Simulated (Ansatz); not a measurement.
CaHClO in space group P6_3mc (No. 186; Ca on 2b, H on 2a, Cl on 2b, O on 2a), the program Ansatz at the r²SCAN level (PAW), all energies at zero smearing, with the estimated change up to a 700 eV cutoff added, with one set of potentials and settings (totals compare only within such a set). Cell of 8 atoms (2 Ca, 2 H, 2 Cl, 2 O): -6993.057 eV.

```tsv
element	reference phase	E (eV/atom)
Ca	Fm-3m, 1 atoms in the cell	-1821.6752
H	P2_12_12_1, 8 atoms in the cell	-15.9458
Cl	Cmce, 4 atoms in the cell	-1083.6259
O	C2/m, 4 atoms in the cell, spin-polarised	-566.0281
```

Formation energy per atom, worked out: (-6993.057 − 2×(-1821.6752) − 2×(-15.9458) − 2×(-1083.6259) − 2×(-566.0281))/8 = -2.313 eV/atom (-223 kJ per mol of atoms), at 0 K, without zero-point energy or fitted corrections.

The workflow started from a Materials Project entry (that database holds measured and hypothetical structures alike); the Crystallography Open Database copy checked does not list it. Its standing as an ambient phase is unchecked. The cell was relaxed with r²SCAN under the symmetry of its start; its stability against distortions is not shown here. The references are the lowest solids computed at this level, not always the standard phases (solids in place of the gases).

Potentials: the later of the program's two PAW sets.
